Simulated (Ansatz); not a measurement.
The start is a relaxed BeCo cell, doubled along one cell vector, shaken by Gaussian noise of σ = 0.08 Å a coordinate. The structure is fully relaxed (lattice and positions, P = 0) with PBEsol (plane waves to 420 eV, PAW, scalar-relativistic; Ansatz, a quantum-chemistry and plane-wave program). The first steps use a coarse 15×15×5 k-mesh.

Starting cell:
```
BeCo
1.0
    2.40835     0.00000     0.00000
   -1.20417     2.08569     0.00000
    0.00000     0.00000     7.02014
Co Be
2 2
Direct
  0.01601   0.02032   0.98075
  0.02246   0.00803   0.50361
  0.31238   0.68454   0.25039
  0.33620   0.69524   0.75709
```

| Property | Value |
|---|---|
| Initial pressure | +2.1 GPa (positive: the cell is compressed) |
| Largest initial force | 1.89 eV/Å, on Co1 (atoms numbered as listed) |
| Energy released | 0.05 eV/atom |
| Relative to the parent | It relaxes back to the parent, P-6m2 (No. 187) |
| Band gap at the end | zero (metallic) |
| Optimiser moves | 6 |

The end point of the relaxation:

Space group P-6m2 (No. 187); a = b = 2.408 Å, c = 3.510 Å, α = β = 90.00°, γ = 120.00°

```
atom  site  symmetry       x       y       z
----  ----  --------  ------  ------  ------
Co      1b      -6m2  0.0000  0.0000  0.5000
Be      1e      -6m2  0.6667  0.3333  0.0000
```

Final values are on a 22×22×13 k-mesh of the relaxed cell. No spin polarisation in the result. A magnetic state may lie lower.

The relaxed structure here is a generated cell of BeCo: the first start was made by placing the elements on the sites of a structure type, and the end was not matched to a known phase here, so it may be hypothetical.
